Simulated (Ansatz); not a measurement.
# Ansatz run, HCl

The input, for Ansatz 0.2.0 (plane waves, PAW):

```yaml
crystal:
  lattice:
    - [0.0, 2.719977, 2.719977]
    - [2.719977, 0.0, 2.719977]
    - [2.719977, 2.719977, 0.0]
  atoms:
    - { symbol: H, position: [0.0, 0.0, 0.0] }
    - { symbol: Cl, position: [0.5, 0.5, 0.5] }
  symmetry: { tolerance: 0.0003 }
kpoints:
  mp_grid: { grid: [11, 11, 11], shift: [0, 0, 0] }
  band_path:
    path:
      - [0.0, 0.0, 0.0]
      - [0.5, 0.0, 0.5]
      - [0.625, 0.25, 0.625]
      - [0.375, 0.375, 0.75]
      - [0.0, 0.0, 0.0]
      - [0.5, 0.5, 0.5]
      - [0.5, 0.25, 0.75]
      - [0.5, 0.0, 0.5]
    npoints: 8
magnetization:
  spin_polarized: false
scf:
  occupations: { method: fermi_dirac }
  lower_state_search: "off"
  max_iter: 200
hamiltonian:
  pseudopotentials: { kind: paw }
  xc: pbesol
basis:
  ecutwfc: 420
  fft_grid_basis: typed
output:
  forces: true
  stress: true
  eigenvalues: true
  bader: true
  populations: true
  elf: true
  write_potential: true
  volumetric_format: npy
  dos:
    e_range: [-12, 8]
    de: 0.05
    projected: { site_lists: { Cl: [Cl], H: [H] } }
checkpoint:
  read: saved_state
```

The run starts from an earlier solution of this cell. 

Parts of the output:

```
Pseudopotentials: kind: paw
Pseudopotential: H, paw, valence charge 1, recommended cutoff 420 eV (normal), H.paw.azcp
Pseudopotential: Cl, paw, valence charge 7, recommended cutoff 420 eV (normal), Cl.paw.azcp
Functional definition: PBEsol
  exchange = pbesol_x
  correlation = pbesol_c
Crystal: 2 atoms, lattice volume = 40.246 Å³
Basis set: ecut = 420 eV, 749 PW (Γ), exchange–correlation on 54×54×54 points (8 copies of the dense FFT grid, shifted against one another)
Bands: 8, of which v1, the nominal top of the filled ones, is band 4 counted from 1 (3 counted from 0)
Symmetry: 48 space group operations
Space group: Fm-3m (ITA 225), of the structure as read, at distance tolerance 1.0e-3 Å
k-points: 56 of 1331
Initial density: read from a saved state, or passed on in memory by an earlier SCF of this step, an earlier step, the calling program or the single point that the run made first
Functional: x = pbesol(κ = 0.804, μ = 0.1235), c = pbesol(β = 0.046)
SCF iter   1: F=—  Δρ=9.48e-4  dr2=6.02e-4
SCF iter   2: F=—  Δρ=4.51e-4  dr2=1.16e-4
SCF iter   3: F=—  Δρ=7.99e-5  dr2=1.38e-6
SCF iter   4: F=—  Δρ=1.53e-5  dr2=9.79e-8
SCF iter   5: F=-1074.2382 eV  Δρ=3.99e-6  dr2=3.50e-9
SCF iter   6: F=-1074.2382 eV  Δρ=2.75e-7  dr2=1.52e-11
Free energy (F): -1074.2382 eV
Harris-Foulkes:  -1074.2382 eV  (|F-HF|=3.71e-11)
Internal energy: -1074.2249 eV  (E = F + TS)
E sigma→0 (E₀):  -1074.2315 eV
Entropy (-TS):   -0.0133 eV (-6.651 meV/atom)
Fermi energy:    -1.1208 eV
--- Stress (GPa, compression-positive) ---
      -10.4556       0.0000       0.0000
        0.0000     -10.4556       0.0000
        0.0000       0.0000     -10.4556
  P = ⅓ Tr σ = -10.4556 GPa (-104.556 kbar)
--- Löwdin populations: 2 sites ---
  site symbol       q [e]
     0      H      0.7504
     1     Cl      7.2338
  spilling = 0.0020 (of n_electrons = 8.0000)
```

Origin: a database entry at a rescaled volume. Caveats: atoms or cell far from equilibrium.
